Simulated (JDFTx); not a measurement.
An input for JDFTx (a modified build) (Nb(110), linear PCM (GLSSA13), water, 1 M NaF; bohr, hartree) and the course of its log:

```
lattice \
  6.2694120828 3.1347060414 0.0000000000 \
  0.0000000000 4.4331437969 0.0000000000 \
  0.0000000000 0.0000000000 43.4637008664
coords-type Lattice
ion Nb 0.5000000000 0.0000000000 -0.1529946960 0
ion Nb 0.0000000000 0.0000000000 -0.0509982320 0
ion Nb 0.5000000000 0.0000000000 0.0509982320 0
ion Nb 0.0000000000 0.0000000000 0.1529946960 0
ion-species pseudo/nb_pbe_v1.upf
elec-cutoff 20 100
elec-ex-corr gga-PBE
coulomb-interaction Slab 001
coulomb-truncation-embed 0 0 0
kpoint-folding 10 10 1
elec-smearing Fermi 0.01
elec-n-bands 34
target-mu -0.166842
electronic-scf nIterations 100 energyDiffThreshold 1e-07
fluid LinearPCM
pcm-variant GLSSA13
fluid-solvent H2O
fluid-cation Na+ 1
fluid-anion F- 1
fluid-minimize nIterations 400 knormThreshold 1e-11
wavefunction read f0.wfns
elec-initial-eigenvals f0.eigenvals
elec-initial-fillings read f0.fillings
fluid-initial-state f0.fluidState
dump-name f0_u0.$VAR
dump End State Ecomponents EigStats BandEigs Forces ElecDensity IonicPositions Fillings Kpoints Dtot FluidDebug BoundCharge FluidDensity
```

```
[one cycle in 5 is shown, and the last three; fluid-solver lines are left out]
	FillingsUpdate:  mu: -0.166842000  nElectrons: 49.154277
SCF: Cycle:  0   G: -216.543113346452884   dG: +3.742e+00   |Residual|: 1.434e-01   |deigs|: 1.196e-08
	FillingsUpdate:  mu: -0.166842000  nElectrons: 51.528545
SCF: Cycle:  5   G: -220.216211176488713   dG: +1.015e-02   |Residual|: 2.176e-02   |deigs|: 5.349e-04
	FillingsUpdate:  mu: -0.166842000  nElectrons: 50.765499
SCF: Cycle: 10   G: -219.636988249967061   dG: +4.220e-01   |Residual|: 5.964e-02   |deigs|: 3.018e-03
	FillingsUpdate:  mu: -0.166842000  nElectrons: 48.270872
SCF: Cycle: 15   G: -214.179749490306847   dG: -9.093e-01   |Residual|: 1.885e-01   |deigs|: 1.559e-03
	FillingsUpdate:  mu: -0.166842000  nElectrons: 51.423036
SCF: Cycle: 20   G: -220.167518179006237   dG: +2.377e-02   |Residual|: 2.479e-02   |deigs|: 3.182e-04
	FillingsUpdate:  mu: -0.166842000  nElectrons: 51.055401
SCF: Cycle: 25   G: -220.005869526325966   dG: +2.246e-01   |Residual|: 4.039e-02   |deigs|: 3.177e-03
	FillingsUpdate:  mu: -0.166842000  nElectrons: 51.133927
SCF: Cycle: 30   G: -220.046885634260917   dG: -3.525e-02   |Residual|: 3.722e-02   |deigs|: 6.981e-04
	FillingsUpdate:  mu: -0.166842000  nElectrons: 49.172540
SCF: Cycle: 35   G: -217.447529693110056   dG: -8.055e+00   |Residual|: 1.338e-01   |deigs|: 1.524e-02
	FillingsUpdate:  mu: -0.166842000  nElectrons: 51.296851
SCF: Cycle: 40   G: -220.175286493103101   dG: -1.315e-01   |Residual|: 2.894e-02   |deigs|: 1.604e-03
	FillingsUpdate:  mu: -0.166842000  nElectrons: 49.066754
SCF: Cycle: 45   G: -217.340375035255818   dG: +1.663e+00   |Residual|: 1.375e-01   |deigs|: 5.306e-03
	FillingsUpdate:  mu: -0.166842000  nElectrons: 48.343393
SCF: Cycle: 50   G: -216.035030984155185   dG: +1.971e-01   |Residual|: 1.695e-01   |deigs|: 6.962e-04
	FillingsUpdate:  mu: -0.166842000  nElectrons: 50.371749
SCF: Cycle: 55   G: -219.890810928901203   dG: +3.961e-01   |Residual|: 5.683e-02   |deigs|: 8.164e-03
	FillingsUpdate:  mu: -0.166842000  nElectrons: 48.980296
SCF: Cycle: 60   G: -217.832697436127404   dG: -6.321e+00   |Residual|: 1.334e-01   |deigs|: 1.334e-02
	FillingsUpdate:  mu: -0.166842000  nElectrons: 47.228569
SCF: Cycle: 65   G: -213.923688955549778   dG: +5.284e+00   |Residual|: 2.116e-01   |deigs|: 1.511e-02
	FillingsUpdate:  mu: -0.166842000  nElectrons: 46.609192
SCF: Cycle: 70   G: -211.897241485183486   dG: +7.310e+00   |Residual|: 2.440e-01   |deigs|: 1.912e-02
	FillingsUpdate:  mu: -0.166842000  nElectrons: 50.005198
SCF: Cycle: 75   G: -219.809162269253875   dG: -8.122e-01   |Residual|: 6.194e-02   |deigs|: 4.496e-03
	FillingsUpdate:  mu: -0.166842000  nElectrons: 52.134716
SCF: Cycle: 80   G: -219.922523475282702   dG: +3.823e-01   |Residual|: 5.355e-02   |deigs|: 7.629e-03
	FillingsUpdate:  mu: -0.166842000  nElectrons: 49.949662
SCF: Cycle: 85   G: -219.755195982819117   dG: -2.484e-01   |Residual|: 6.684e-02   |deigs|: 1.755e-03
	FillingsUpdate:  mu: -0.166842000  nElectrons: 46.730918
SCF: Cycle: 90   G: -213.400113762811458   dG: -5.496e+00   |Residual|: 2.294e-01   |deigs|: 9.075e-03
	FillingsUpdate:  mu: -0.166842000  nElectrons: 52.610277
SCF: Cycle: 95   G: -219.451760624340665   dG: +7.510e-01   |Residual|: 7.829e-02   |deigs|: 1.544e-02
	FillingsUpdate:  mu: -0.166842000  nElectrons: 50.946780
SCF: Cycle: 97   G: -220.297083112817688   dG: -6.820e-01   |Residual|: 1.588e-02   |deigs|: 1.149e-02
	FillingsUpdate:  mu: -0.166842000  nElectrons: 48.924405
SCF: Cycle: 98   G: -218.227354033107417   dG: +2.070e+00   |Residual|: 1.283e-01   |deigs|: 1.442e-02
	FillingsUpdate:  mu: -0.166842000  nElectrons: 49.721083
SCF: Cycle: 99   G: -219.470768144186394   dG: -1.243e+00   |Residual|: 8.337e-02   |deigs|: 5.561e-03
SCF: None of the convergence criteria satisfied after 100 iterations.
IonicMinimize: Iter:   0  G: -219.470768144186394  |grad|_K:  0.000e+00
IonicMinimize: Converged (|grad|_K<1.000000e-04).
```

This run gave no converged result. The electronic loop ended without meeting its threshold, so the last energy, electron count and forces aren't results.
